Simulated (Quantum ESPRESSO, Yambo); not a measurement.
Li₄MgN₃H₃ (space group Imm2, No. 44): one geometry, one set of LDA (Quantum ESPRESSO, PseudoDojo norm-conserving, 84 Ry, scalar-relativistic) orbitals, self-energies from Yambo (4×4×4 Γ-centred k mesh, bands 9 to 105 and a 6 Ry block in the screening, 105 bands in G with the Bruneval-Gonze terminator, plasmon pole fitted at 27.2 eV).

```
level                                                     gap Γ → Γ (eV)
--------------------------------------------------------  --------------
LDA (Quantum ESPRESSO)                                              2.50
exchange only (Hartree-Fock self-energy on LDA orbitals)           10.79
static COHSEX@LDA                                                    [?]
G0W0@LDA, plasmon pole                                               [?]
```

**Question.** What belongs in the gaps?

**Answer.** 
- static COHSEX@LDA, gap Γ → Γ (eV): 5.23
- G0W0@LDA, plasmon pole, gap Γ → Γ (eV): 4.18

Bare exchange has no screening and gives the widest gap; static COHSEX screens it but leaves out the frequency dependence, which G0W0 restores.

Convergence of the G0W0 settings was not tested.

Geometry of the Materials Project entry, not relaxed at this level; primitive cell a = b = c = 6.150 Å, α = 145.09°, β = 59.01°, γ = 134.02°.

The structure is a Materials Project entry; no match was found in the copy of COD used, and its stability was not checked.
